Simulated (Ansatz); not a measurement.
P2W:
```cif
data_P8W4
_chemical_formula_sum 'P8 W4'
_space_group_name_H-M_alt 'Cmc21'
_space_group_IT_number 36
_space_group_name_Hall 'C 2c -2'
_cell_length_a 3.13180
_cell_length_b 11.08169
_cell_length_c 4.93335
_cell_angle_alpha 90.000
_cell_angle_beta 90.000
_cell_angle_gamma 90.000
loop_
_atom_site_label
_atom_site_type_symbol
_atom_site_symmetry_multiplicity
_atom_site_Wyckoff_symbol
_atom_site_fract_x
_atom_site_fract_y
_atom_site_fract_z
_atom_site_occupancy
P1 P 4 a 0.00000 0.06998 0.88256 1
P2 P 4 a 0.00000 0.20288 0.20049 1
W1 W 4 a 0.00000 0.59330 0.49995 1
```
(The calculation used a cell of 6 atoms; values per cell refer to that cell.)

Relaxed with LDA.

**Question.** Which orbitals make up the states near the Fermi level in plane-wave PAW LDA (Ansatz code)?

**Answer.** Within 0.5 eV of the Fermi level: W 5d 67 %, P 3p 22 %, outside the projected shells 5 %. Projections are on Löwdin-orthogonalised atomic valence shells; empty p or d shells of many metals are not among them.

**Question.** Tabulate the density of states.

**Answer.** States/eV per cell of 6 atoms, in 0.25 eV bins, energy from the Fermi level.

```tsv
E (eV)	total	P 3p	W 5d	P 3s
-7.85	0.51	0.33	0.07	0.04
-7.60	1.10	0.73	0.17	0.08
-7.35	2.47	1.64	0.45	0.15
-7.10	2.97	2.00	0.60	0.16
-6.85	3.16	2.11	0.69	0.19
-6.60	2.25	1.40	0.52	0.18
-6.35	1.90	1.16	0.44	0.16
-6.10	2.96	1.77	0.80	0.21
-5.85	3.38	1.99	0.93	0.25
-5.60	2.99	1.69	0.88	0.25
-5.35	2.05	1.15	0.63	0.15
-5.10	2.14	1.21	0.68	0.13
-4.85	3.47	2.00	1.10	0.19
-4.60	2.99	1.67	1.01	0.16
-4.35	3.38	1.81	1.24	0.17
-4.10	4.08	2.19	1.55	0.17
-3.85	4.96	2.57	2.01	0.17
-3.60	5.43	2.82	2.24	0.16
-3.35	5.63	3.03	2.25	0.14
-3.10	5.42	2.87	2.22	0.12
-2.85	4.78	2.57	1.93	0.10
-2.60	3.80	1.95	1.62	0.08
-2.35	2.17	1.04	0.96	0.06
-2.10	2.36	1.11	1.07	0.07
-1.85	2.66	1.07	1.35	0.07
-1.60	3.30	1.06	1.92	0.09
-1.35	3.15	0.88	1.97	0.09
-1.10	3.79	0.92	2.53	0.10
-0.85	2.43	0.58	1.63	0.07
-0.60	1.99	0.38	1.46	0.05
-0.35	1.24	0.18	0.95	0.03
-0.10	1.12	0.21	0.80	0.03
0.15	0.80	0.22	0.49	0.03
0.40	0.90	0.30	0.48	0.07
0.65	1.48	0.50	0.75	0.12
0.90	1.93	0.67	0.96	0.15
1.15	3.27	1.19	1.50	0.29
1.40	3.23	1.04	1.53	0.33
1.65	3.15	0.98	1.51	0.32
1.90	3.61	1.13	1.74	0.33
2.15	3.41	0.99	1.71	0.31
2.40	4.32	1.21	2.19	0.41
2.65	4.40	1.10	2.33	0.45
2.90	4.52	1.19	2.26	0.47
3.15	4.76	1.26	2.24	0.56
3.40	3.70	1.06	1.57	0.44
3.65	3.51	1.11	1.33	0.40
3.90	3.13	1.14	1.00	0.32
4.15	4.33	1.77	1.33	0.31
4.40	3.39	1.45	0.93	0.19
4.65	4.03	1.77	1.03	0.23
```

Space group Cmc2_1. The first step of the workflow began from a Materials Project structure, measured or hypothetical; the Crystallography Open Database files this formula in space group No. 36, but the cells were not matched. Whether it is the stable phase at ambient conditions was not checked. The LDA relaxation kept the symmetry of its start; whether a distortion lowers the energy is not shown. No spin polarisation was allowed. Scalar-relativistic: spin–orbit coupling is off unless named, which matters more the heavier the elements.

Potentials: the earlier of the program's two PAW sets.
